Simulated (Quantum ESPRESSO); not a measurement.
Band energies of GaN at -2 % biaxial strain

```
CELL_PARAMETERS angstrom
      3.12012     0.00000     0.00000
     -1.56006     2.70210     0.00000
      0.00000     0.00000     5.23817
ATOMIC_POSITIONS crystal
  N  0.66667 0.33333 0.87317
  N  0.33333 0.66667 0.37317
  Ga 0.66667 0.33333 0.50183
  Ga 0.33333 0.66667 0.00183
```

norm-conserving PBEsol (Quantum ESPRESSO, 84 Ry, without SOC); path ΓMKΓALHA,LM,KH; energies in eV from the valence-band maximum.

```csv
k (1/Å),point,band 14,band 15,band 16,band 17,band 18,band 19,band 20,band 21
0.00,Γ,-1.00,-1.00,-0.25,0.00,0.00,1.97,4.69,8.98
0.32,,-2.28,-1.38,-1.33,-0.43,-0.18,3.10,5.68,8.43
0.63,,-4.49,-3.28,-2.12,-1.03,-0.62,4.45,6.24,6.97
0.95,,-5.32,-4.66,-2.68,-2.06,-0.99,5.12,5.76,5.93
1.16,M,-5.57,-4.50,-2.80,-2.47,-1.07,5.20,5.54,5.82
1.27,,-5.55,-4.48,-2.96,-2.48,-1.21,5.42,5.56,5.90
1.72,,-5.43,-5.25,-3.53,-2.97,-2.84,4.80,7.70,8.15
1.83,K,-5.56,-5.56,-3.22,-3.22,-2.99,4.73,8.02,8.02
2.04,,-5.63,-4.73,-3.93,-2.67,-2.56,4.98,7.33,8.11
2.35,,-4.63,-4.61,-3.22,-1.65,-1.52,5.73,6.15,7.74
2.66,,-3.41,-2.85,-1.80,-0.73,-0.65,4.11,6.68,7.78
3.07,,-1.16,-1.05,-0.27,-0.21,-0.02,2.16,4.83,8.94
3.18,Γ,-1.00,-1.00,-0.25,0.00,0.00,1.97,4.69,8.98
3.42,,-1.36,-0.91,-0.91,-0.10,-0.10,2.87,4.73,8.75
3.78,A,-4.21,-0.51,-0.51,-0.51,-0.51,4.46,4.46,8.39
4.09,,-4.21,-1.48,-1.48,-0.81,-0.81,5.12,5.12,7.97
4.52,,-5.45,-2.44,-2.44,-1.61,-1.61,4.88,4.88,7.95
4.83,,-6.76,-2.23,-2.23,-1.98,-1.98,4.30,4.30,7.86
4.94,L,-6.88,-2.20,-2.20,-2.01,-2.01,4.25,4.25,7.84
5.13,,-6.80,-2.68,-2.68,-1.95,-1.95,4.62,4.62,8.04
5.42,,-6.47,-4.05,-4.05,-1.82,-1.82,5.77,5.77,7.66
5.61,H,-6.36,-4.47,-4.47,-1.77,-1.77,6.27,6.27,7.06
5.80,,-6.34,-4.12,-4.12,-1.83,-1.83,5.91,5.91,7.56
6.09,,-5.70,-2.96,-2.96,-2.10,-2.10,5.57,5.57,8.21
6.38,,-4.62,-2.27,-2.27,-1.62,-1.62,5.58,5.58,7.86
6.66,,-4.20,-1.32,-1.32,-0.79,-0.79,5.06,5.06,8.03
6.95,A,-4.21,-0.51,-0.51,-0.51,-0.51,4.46,4.46,8.39
6.95,L,-6.88,-2.20,-2.20,-2.01,-2.01,4.25,4.25,7.84
7.25,,-6.15,-3.60,-2.58,-1.98,-1.37,4.16,5.13,7.51
7.55,M,-5.57,-4.50,-2.80,-2.47,-1.07,5.20,5.54,5.82
7.55,K,-5.56,-5.56,-3.22,-3.22,-2.99,4.73,8.02,8.02
7.75,,-5.82,-5.43,-3.23,-2.82,-2.82,5.10,7.58,7.58
8.15,H,-6.36,-4.47,-4.47,-1.77,-1.77,6.27,6.27,7.06
```

The PBEsol gap is direct, 1.97 eV at Γ.

Spin-orbit splittings are left out.

Geometry strained from the cell relaxed with PBEsol, atoms relaxed again.
